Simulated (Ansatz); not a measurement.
## LuMg₂Ti₃S₈, one structure, two calculations

Cell: a computed structure from the Materials Project (it need not be an observed phase), taken as it stands.

Space group R-3m:H (No. 166); a = 7.3645, c = 18.5892 Å, γ = 120.00°.

| site | Wyckoff | site symmetry | x | y | z |
| --- | --- | --- | --- | --- | --- |
| Mg | 6c | 3m | 0.0000 | 0.0000 | 0.8738 |
| Lu | 3b | -3m | 0.0000 | 0.0000 | 0.5000 |
| Ti | 9e | .2/m | 0.1667 | 0.3333 | 0.3333 |
| S7 | 6c | 3m | 0.0000 | 0.0000 | 0.7406 |
| S8 | 18h | .m | 0.8415 | 0.6829 | 0.4081 |

One atom of each set is listed; the run and its k-mesh use a cell of 14 atoms with edges of 7.51, 7.51, 7.51 Å.

First run. Method: Kohn–Sham DFT in Ansatz, PBE, plane waves and PAW, scalar-relativistic, collinear spin, 420 eV cutoff, Γ-centred 5×5×5 k-points, Fermi–Dirac smearing 0.02 eV. Start moments as typed (μB): 1 on each Ti, none on the rest.

| site | V_zz (10²¹ V/m²) | η | m (μB) |
| --- | --- | --- | --- |
| Mg | -0.34 | 0.00 | 0.01 |
| Lu | -4.31 | 0.00 | 0.02 |
| Ti | -0.58 | 0.91 | 0.71 |
| S7 | 1.00 | 0.00 | -0.01 |
| S8 | -2.37 | 0.51 | -0.01 |

Second run. The same atoms and settings, except that the mesh is 6×6×6 and the Fermi–Dirac smearing is 0.05 eV.

Task: Given the first result, estimate the second.

Result: 

```json
{"site": "Mg", "V_zz": "-0.32", "η": "0.00", "change of V_zz": "+0.02", "m (μB)": "0.01"}
{"site": "Lu", "V_zz": "-4.30", "η": "0.00", "change of V_zz": "+0.01", "m (μB)": "0.02"}
{"site": "Ti", "V_zz": "-0.55", "η": "0.87", "change of V_zz": "+0.03", "m (μB)": "0.70"}
{"site": "S7", "V_zz": "1.02", "η": "0.00", "change of V_zz": "+0.02", "m (μB)": "-0.01"}
{"site": "S8", "V_zz": "-2.40", "η": "0.50", "change of V_zz": "-0.03", "m (μB)": "-0.01"}
```

The largest change of V_zz is on Ti, from -0.58 to -0.55. In per cent, |V_zz| changes by 0 on Lu, +1 on S (all sites that start above 2).

Without spin–orbit coupling the gradients at and beside Lu can be off by some per cent, at some sites by more. Semilocal functionals can leave a metal where correlation in the d or f shell opens a gap in the real compound, and that would change the values at and beside Ti. All moments are parallel here, as the start or the cell imposes; many such compounds order antiparallel, where fields and spin densities carried over to other atoms largely cancel. The magnetic order is the one that the run reached from its start moments, not necessarily the measured one (the real compound may not order at all).
